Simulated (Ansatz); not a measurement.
InMo₂C:
```
CELL_PARAMETERS angstrom
      3.11243     0.00000     0.00000
     -1.55622     2.69545     0.00000
      0.00000     0.00000    13.95379
ATOMIC_POSITIONS crystal
  In 0.33333 0.66667 0.75000
  In 0.66667 0.33333 0.25000
  Mo 0.33333 0.66667 0.08041
  Mo 0.66667 0.33333 0.58041
  Mo 0.66667 0.33333 0.91959
  Mo 0.33333 0.66667 0.41959
  C  0.00000 0.00000 0.00000
  C  0.00000 0.00000 0.50000
```

Relaxed with r²SCAN. Special points in fractions of this cell's reciprocal vectors: Γ (0.000, 0.000, 0.000); M (0.500, 0.000, 0.000); K (0.333, 0.333, 0.000); A (0.000, 0.000, 0.500); L (0.500, 0.000, 0.500); H (0.333, 0.333, 0.500).

Task: List the band energies nearest the Fermi level at these points for plane-wave PAW r²SCAN (Ansatz code).

Result: In eV from the Fermi level; about four levels below and three above (degenerate sets whole), none deeper than 8.9 eV; points with the same levels are listed once.

| k | below | above |
|---|---|---|
| Γ | -0.30 -0.30 -0.20 -0.20 | 1.13 1.13 1.14 1.14 |
| M | -3.98 -3.52 -2.33 -2.30 | 0.50 0.52 0.81 |
| K | -2.04 -2.04 -0.64 -0.19 -0.19 | 0.40 0.40 1.08 |
| A | -0.25 -0.25 -0.25 -0.25 | 1.13 1.13 1.13 1.13 |
| L | -3.82 -3.82 -2.31 -2.31 | 0.67 0.67 0.67 0.67 |
| H | -1.44 -1.44 -0.41 -0.41 | 0.95 0.95 1.09 1.09 |

Space group P6_3/mmc. The start of the workflow was typed in or built on a structure type; neither database checked (COD, Materials Project) lists it. Whether it is the stable phase at ambient conditions was not checked. Symmetry was held in the r²SCAN relaxation; whether a distortion lowers the energy is not shown. The run is not spin-polarised. Spin–orbit coupling is left out wherever it is not named.

Potentials: the earlier of the program's two PAW sets.
